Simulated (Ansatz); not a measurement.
AlCl3:
```xyz
8
Lattice="2.9225 5.0582 0.0000 -2.9225 5.0582 0.0000 -1.8900 0.0000 5.6818" Properties=species:S:1:pos:R:3 pbc="T T T"
Al     0.0000     1.6850     0.0000
Al     0.0000     8.4315     0.0000
Cl     0.1926     5.0582     4.3563
Cl    -2.0826     5.0582     1.3255
Cl     1.0364     6.8521     1.3144
Cl    -2.9264     3.2643     4.3673
Cl    -2.9264     6.8521     4.3673
Cl     1.0364     3.2643     1.3144
```

Tensor components refer to the Cartesian frame of this cell.

### Question
Give the high-frequency dielectric tensor and the Born effective charge tensors of the independent atoms from DFPT, LDA (plane waves, PAW; program Ansatz).

### Answer

ε∞:
```
 3.44   0.00  -0.01
 0.00   3.44   0.00
-0.01   0.00   3.07
```
Z* of atom 1 (Al), rows: field, columns: displacement, in e:
```
 3.19   0.00  -0.01
 0.00   3.20   0.00
-0.01   0.00   2.17
```
Z* of atom 3 (Cl), rows: field, columns: displacement, in e:
```
-0.68   0.00  -0.19
 0.00  -1.45   0.00
-0.22   0.00  -0.71
```
Z* of atom 5 (Cl), rows: field, columns: displacement, in e:
```
-1.26   0.33   0.10
 0.33  -0.87   0.17
 0.12   0.21  -0.73
```

Space group C2/m. The workflow started from a Materials Project entry (that database holds measured and hypothetical structures alike); the Crystallography Open Database files this formula in space group No. 12, but the cells were not matched. Whether it is the stable phase at ambient conditions was not checked. The LDA relaxation kept the symmetry of its start; its stability against distortions is not shown here. A crystal of weakly bound layers computed without a dispersion correction: the cell and the soft elastic constants depend strongly on that.

Potentials: the later of the program's two PAW sets.
